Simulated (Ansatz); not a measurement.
YZn5:
```cif
data_YZn5
_chemical_formula_sum 'Zn5 Y1'
_space_group_name_H-M_alt 'P6/mmm'
_space_group_IT_number 191
_space_group_name_Hall '-P 6 2'
_cell_length_a 5.26781
_cell_length_b 5.26781
_cell_length_c 4.13127
_cell_angle_alpha 90.000
_cell_angle_beta 90.000
_cell_angle_gamma 120.000
loop_
_atom_site_label
_atom_site_type_symbol
_atom_site_symmetry_multiplicity
_atom_site_Wyckoff_symbol
_atom_site_fract_x
_atom_site_fract_y
_atom_site_fract_z
_atom_site_occupancy
Zn1 Zn 3 g 0.50000 0.50000 0.50000 1
Zn2 Zn 2 c 0.33333 0.66667 0.00000 1
Y1 Y 1 a 0.00000 0.00000 0.00000 1
```

Relaxed at zero pressure with plane-wave PAW r²SCAN (Ansatz code).

Q: The volume is raised by 3 % and shape and atoms relax at that volume. What pressure results, and how do the axes share the change?

A: -2.5 GPa; a 1.1 %, b 1.1 %, c 0.8 %; the energy rises by 4 meV/atom.

Q: Give the new structure.

A: 
Space group P6/mmm (No. 191); a = 5.324 Å, b = 5.324 Å, c = 4.166 Å, α = 90.00°, β = 90.00°, γ = 120.00°

```json
[
 {"atom": "Zn", "site": "3g", "symmetry": "mmm", "x": "0.5000", "y": "0.5000", "z": "0.5000"},
 {"atom": "Zn", "site": "2c", "symmetry": "-6m2", "x": "0.3333", "y": "0.6667", "z": "0.0000"},
 {"atom": "Y", "site": "1a", "symmetry": "6/mmm", "x": "0.0000", "y": "0.0000", "z": "0.0000"}
]
```

The phase is kept; no other phase was compared at this pressure.

The workflow started from an entry of the Crystallography Open Database (COD). Whether it is the stable phase at ambient conditions was not checked. The cell was relaxed with r²SCAN under the symmetry of its start; its stability against distortions is not shown here. The run is not spin-polarised. Axis ratios of metals converge slowly with the k-mesh, so a and c are less sure than the volume.

Potentials: the later of the program's two PAW sets.
